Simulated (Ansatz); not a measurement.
Consider the following.

FeCo₃:
```
CELL_PARAMETERS angstrom
      2.45898     0.00000     0.00000
      0.00000     2.45898     0.00000
      0.00000     0.00000     7.02515
ATOMIC_POSITIONS crystal
  Fe 0.00000 0.00000 0.00000
  Co 0.50000 0.50000 0.74339
  Co 0.50000 0.50000 0.25661
  Co 0.00000 0.00000 0.50000
```
The run is spin-polarised; directions of the spins, atom by atom: ↑ ↑ ↑ ↑.

This is the PBEsol-relaxed structure.

Q: All from the program Ansatz at the PBEsol level (PAW), unless another level is named. Estimate the density of states at the Fermi level.

A: 1.1 states/eV per atom (mean over ±0.08 eV).

Q: And the formation energy from the elements (no fitted shifts)?

A: 0.035 eV/atom.

Space group P4/mmm. The workflow started from a Materials Project entry (that database holds measured and hypothetical structures alike); the Crystallography Open Database copy checked does not list it. Its standing as an ambient phase is unchecked. Symmetry was held in the PBEsol relaxation; whether a distortion lowers the energy is not shown. Magnetic state: ferromagnetic, chosen from 5 collinear starts compared on coarse meshes (ties went to the first, and starts can fall back to one state), not a proven ground state. The references are the lowest solids computed at this level, not always the standard phases.

Potentials: the later of the program's two PAW sets.
